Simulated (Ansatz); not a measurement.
## HfO$_{2}$, first-principles data

HfO2:
```yaml
crystal:
  lattice:
    - [5.22912, 0.00000, 0.00000]
    - [0.00000, 5.01785, 0.00000]
    - [0.00000, 0.00000, 5.04207]
  atoms:
    - { symbol: Hf, position: [0.03288, 0.26756, 0.24232] }
    - { symbol: Hf, position: [0.96712, 0.73244, 0.74232] }
    - { symbol: Hf, position: [0.46712, 0.26756, 0.74232] }
    - { symbol: Hf, position: [0.53288, 0.73244, 0.24232] }
    - { symbol: O, position: [0.36801, 0.07175, 0.37988] }
    - { symbol: O, position: [0.63199, 0.92825, 0.87988] }
    - { symbol: O, position: [0.13199, 0.07175, 0.87988] }
    - { symbol: O, position: [0.86801, 0.92825, 0.37988] }
    - { symbol: O, position: [0.73404, 0.45967, 0.49080] }
    - { symbol: O, position: [0.26596, 0.54033, 0.99080] }
    - { symbol: O, position: [0.76596, 0.45967, 0.99080] }
    - { symbol: O, position: [0.23404, 0.54033, 0.49080] }
```

Space group Pca2_1 (No. 29); conventional cell a = 5.229 Å, b = 5.018 Å, c = 5.042 Å, α = β = γ = 90.00°.

Method: DFT-PBEsol in the program Ansatz with PAW potentials. Structure relaxed to zero pressure with the same functional. Other levels are named where they apply.

**Cell and energy**

```
Item                                                           Value
-----------------------------------------------------  -------------
Volume per atom                                             11.02 Å³
Density                                                  10.57 g/cm³
Formation energy from the elements (no fitted shifts)  -3.50 eV/atom
```

**Electronic structure**

```
Property                                                                                                                                      Value
----------------------------------------  ---------------------------------------------------------------------------------------------------------
Band gap                                                                                                                         4.34 eV (indirect)
Valence-band maximum                      on the Y–Γ line, 96 % of the way from Y (k = 0.000, -0.021, 0.000 in fractions of the reciprocal vectors)
Conduction-band minimum                                 off the standard path, at k = (0.266, -0.500, 0.354) in fractions of the reciprocal vectors
Smallest direct gap on the standard path                                                                                                    4.56 eV
Electron effective mass                                                                                         1.3, 1.7, 5.1 mₑ (principal values)
HSE06 gap on the PBEsol cell                                                                                                                6.11 eV
Gap with spin–orbit coupling                                                                                                                4.29 eV
```

**Dielectric response**

```
Item                                                                Value
----------------------------------------  -------------------------------
Electronic dielectric constant ε∞ (DFPT)  5.05 (xx), 5.30 (yy), 5.05 (zz)
Born charges (a third of the trace)          Hf +5.23, O -2.65 to -2.58 e
```

Symmetry was held in the PBEsol relaxation. The run is not spin-polarised. The references are the lowest solids computed at this level, not always the standard phases (solids in place of the gases). Spin–orbit coupling is left out wherever it is not named.

Potentials: the earlier of the program's two PAW sets. The files were generated under PBE; for other functionals the program regenerates the frozen cores, and for LDA and PBEsol the local potential too.
